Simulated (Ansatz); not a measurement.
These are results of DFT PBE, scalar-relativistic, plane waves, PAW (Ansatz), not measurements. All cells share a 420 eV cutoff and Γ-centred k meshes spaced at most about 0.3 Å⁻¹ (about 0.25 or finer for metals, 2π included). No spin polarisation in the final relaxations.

All energies are static (0 K, no zero-point motion). All come from trial cells, and lower structures may exist.

Task: Order these relaxed structures of Na₂B₅ by energy, lowest first, with the energy over the lowest of them.
1.

```cif
data_structure
_symmetry_space_group_name_H-M 'P4/mmm'
_symmetry_Int_Tables_number 123
_cell_length_a 4.6347
_cell_length_b 4.6347
_cell_length_c 7.6082
_cell_angle_alpha 90.000
_cell_angle_beta 90.000
_cell_angle_gamma 90.000
_cell_volume 163.43
loop_
_atom_site_label
_atom_site_type_symbol
_atom_site_symmetry_multiplicity
_atom_site_Wyckoff_symbol
_atom_site_fract_x
_atom_site_fract_y
_atom_site_fract_z
_atom_site_occupancy
Na1 Na 2 h 0.50000 0.50000 0.21060 1
B1 B 4 l 0.33330 0.00000 0.00000 1
B2 B 1 a 0.00000 0.00000 0.00000 1
```

2.

```cif
data_structure
_symmetry_space_group_name_H-M 'P-1'
_symmetry_Int_Tables_number 2
_cell_length_a 4.4027
_cell_length_b 4.4921
_cell_length_c 7.8102
_cell_angle_alpha 106.352
_cell_angle_beta 92.759
_cell_angle_gamma 114.306
_cell_volume 132.68
loop_
_atom_site_label
_atom_site_type_symbol
_atom_site_symmetry_multiplicity
_atom_site_Wyckoff_symbol
_atom_site_fract_x
_atom_site_fract_y
_atom_site_fract_z
_atom_site_occupancy
Na1 Na 2 i 0.40265 0.82782 0.72901 1
B1 B 2 i 0.19783 0.60256 0.00092 1
B2 B 1 e 0.50000 0.50000 0.00000 1
B3 B 2 i 0.05887 0.19879 0.99980 1
```

Result: 2 (0 meV/atom), 1 (254 meV/atom). Forms: 2 P-1; 1 P4/mmm. Counting B atoms around Na (those within 1.25 times the shortest such distance or 1.15 times the sum of covalent radii; a plus sign parts nearer from farther groups): cell 2 has Na 2+6; cell 1 has Na 8+4. Cell 2 and cell 1 both hold B–B nets. Even the lowest lies +0.25 eV/atom against the elements.

No dispersion correction is applied, so the spacing and binding between layers, chains or molecules are poorly described (P-1, P4/mmm), and this can change margins and order among such cells. A magnetic state wasn't ruled out in cells without spin, among them P-1, P4/mmm. Cells relaxed within their symmetry can be saddle points. The P-1 cell of Na2B5 came from shaking the P4/mmm one. Some structure types and database cells were kept out of the candidates from the start, so a known form may be missing.
